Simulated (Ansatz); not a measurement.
NiBi3:
```
CELL_PARAMETERS angstrom
      9.20346     0.00000     0.00000
      0.00000     4.07502     0.00000
      0.00000     0.00000    11.79324
ATOMIC_POSITIONS crystal
  Ni 0.08043 0.25000 0.47896
  Ni 0.91957 0.75000 0.52104
  Ni 0.41957 0.75000 0.97896
  Ni 0.58043 0.25000 0.02104
  Bi 0.20548 0.75000 0.59901
  Bi 0.79452 0.25000 0.40099
  Bi 0.29452 0.25000 0.09901
  Bi 0.70548 0.75000 0.90099
  Bi 0.15289 0.75000 0.88986
  Bi 0.84711 0.25000 0.11014
  Bi 0.34711 0.25000 0.38986
  Bi 0.65289 0.75000 0.61014
  Bi 0.42091 0.25000 0.82407
  Bi 0.57909 0.75000 0.17593
  Bi 0.07909 0.75000 0.32407
  Bi 0.92091 0.25000 0.67593
```

Relaxed with r²SCAN.

Q: Give the Bader charges and basin volumes of the independent atoms, r²SCAN in the plane-wave PAW code Ansatz.

A: 

```tsv
atom	Bader charge (e)	Bader volume (Å³)
Ni1	-0.30	13.2
Bi5	+0.15	30.8
Bi9	-0.03	36.3
Bi13	+0.18	30.2
```

Space group Pnma. The workflow started from a Materials Project entry (that database holds measured and hypothetical structures alike); the Crystallography Open Database copy checked does not list it. Its standing as an ambient phase is unchecked. Symmetry was held in the r²SCAN relaxation; whether a distortion lowers the energy is not shown. No spin polarisation was allowed. Spin–orbit coupling is left out wherever it is not named.

Potentials: the later of the program's two PAW sets.
